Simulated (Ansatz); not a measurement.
CaO:
```cif
data_CaO
_chemical_formula_sum 'Ca1 O1'
_space_group_name_H-M_alt 'P 1'
_space_group_IT_number 1
_cell_length_a 3.37090
_cell_length_b 3.37090
_cell_length_c 3.37090
_cell_angle_alpha 60.000
_cell_angle_beta 60.000
_cell_angle_gamma 60.000
loop_
_space_group_symop_operation_xyz
  'x, y, z'
loop_
_atom_site_label
_atom_site_type_symbol
_atom_site_fract_x
_atom_site_fract_y
_atom_site_fract_z
_atom_site_occupancy
Ca1 Ca 0.00000 0.00000 0.00000 1
O1 O 0.50000 0.50000 0.50000 1
```

Relaxed with PBEsol.

Q: Decompose the optical modes at the zone centre into irreducible representations, and say which are infrared and Raman allowed.

A: Point group m-3m: Γ_opt = T1u. Infrared: T1u. Raman: none.

Q: Assign frequencies (DFPT, PBEsol (plane waves, PAW; program Ansatz); without the LO–TO term).

A: T1u 273 cm⁻¹.

Space group Fm-3m (rock salt). Symmetry was held in the PBEsol relaxation; of distortions, only those at the zone centre were tested.

Potentials: the later of the program's two PAW sets.
